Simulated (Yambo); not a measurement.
Yambo run on AlP (zinc blende, space group F-43m, No. 216). The wavefunctions come from this Quantum ESPRESSO step (LDA, PseudoDojo standard norm-conserving files, scalar-relativistic):

```
&CONTROL
  calculation = 'nscf'
  pseudo_dir = './pseudo'
  outdir = './out'
/
&SYSTEM
  ibrav = 0
  nat = 2
  ntyp = 2
  ecutwfc = 48.0
  ecutrho = 192.0
  occupations = 'fixed'
  force_symmorphic = .true.
  nbnd = 151
/
&ELECTRONS
  conv_thr = 2e-09
  diago_full_acc = .true.
  diago_thr_init = 1e-08
/
ATOMIC_SPECIES
Al 26.9815 Al.upf
P 30.9738 P.upf
CELL_PARAMETERS angstrom
  0.000000000000   2.713663820000   2.713663820000
  2.713663820000   0.000000000000   2.713663820000
  2.713663820000   2.713663820000   0.000000000000
ATOMIC_POSITIONS crystal
Al   0.000000000000   0.000000000000   0.000000000000
P   0.250000000000   0.250000000000   0.250000000000
K_POINTS automatic
4 4 4 0 0 0
```

Yambo input:

```
rim_cut
gw0
dyson
el_el_corr
HF_and_locXC
ppa
em1d
RandQpts= 1000000
RandGvec= 1 Ry
EXXRLvcs= 48 Ry
VXCRLvcs= 192 Ry
Chimod= "HARTREE"
% BndsRnXp
 1 | 148 |
%
NGsBlkXp= 14 Ry
% LongDrXp
 1.0 | 1.0 | 1.0 |
%
PPAPntXp= 27.2114 eV
% GbndRnge
 1 | 148 |
%
GTermKind= "BG"
DysSolver= "n"
ExtendOut
% QPkrange
 1 | 1 | 4 | 5 |
 7 | 7 | 4 | 5 |
%
```

k points by index: 1 = Γ, 7 = X.

Resulting energies as the program prints them:

```
#    K-point    Band    Eo [eV]    E [eV]    E-Eo [eV]    Vxc [eV]    Vnlxc [eV]    Sc|Eo [eV]    Sc|E [eV]    dSc/dw|Eo [eV]    Re(Z)    Im(Z)
#
    1    4    0.000000    -0.934057    -0.934057    -11.85273    -14.11329    1.052111    1.326507    -7.992956    0.772952    -0.001592
    1    5    3.242477    3.327180    0.084703    -10.19679    -5.600109    -4.488668    -4.511980    -7.476385    0.784463    -0.001577
    7    4    -2.155245    -3.129804    -0.974560    -10.96372    -14.02922    1.787799    2.090939    -8.462951    0.762768    -0.001749
    7    5    1.420363    1.530078    0.109715    -8.516814    -4.615573    -3.764150    -3.791526    -6.781872    0.800491    -0.001503
```
(The two width columns are left out.) Convergence of these settings isn't established.

Geometry relaxed with LDA.
